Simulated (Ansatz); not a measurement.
The relaxed structure here is a generated cell of W: the first start was made by placing the elements on the sites of a structure type, and the end was not matched to a known phase here, so it may be hypothetical. Known forms of W include space group No. 229.

A relaxed cell of W (Fmmm (No. 69)), relaxed on a k-mesh at least as fine as the one used below. Calculation: PBE (plane waves to 420 eV, PAW, scalar-relativistic; Ansatz, a quantum-chemistry and plane-wave program). Γ-centred k-mesh 13×13×13 on the run's cell (coarser than for final values), Fermi–Dirac smearing 0.05 eV.

```xyz
2
Lattice="0.0000 2.2148 4.9865 1.5391 0.0000 4.9865 1.5391 2.2148 0.0000" Properties=species:S:1:pos:R:3 pbc="T T T"
W      1.5391     2.2148     1.3292
W      1.5391     2.2148     8.6438
```

The atoms are displaced along an unstable phonon of this cell by (Å):

| atom | ux | uy | uz |
|---|---|---|---|
| W1 | 0.150 | 0.000 | 0.000 |
| W2 | -0.150 | 0.000 | 0.000 |

Question: What forces (eV/Å) and pressure result?

Answer: 
| atom | Fx | Fy | Fz |
|---|---|---|---|
| W1 | 0.39 | 0.00 | -0.32 |
| W2 | -0.39 | 0.00 | 0.32 |

Pressure +0.4 GPa.

Question: Estimate the energy cost of the displacement in the harmonic approximation and compare with the calculation.

Answer: For a harmonic well ΔE = −½ Σ F·u = -0.058 eV a cell, or -29 meV/atom. The calculated energy relative to the undisplaced cell is -0.04 eV/atom, so the harmonic estimate holds well.

The undisplaced cell is probably no minimum: from this displacement the run went on to Im-3m (No. 229), 0.74 eV/atom below it.

No spin polarisation in the result.
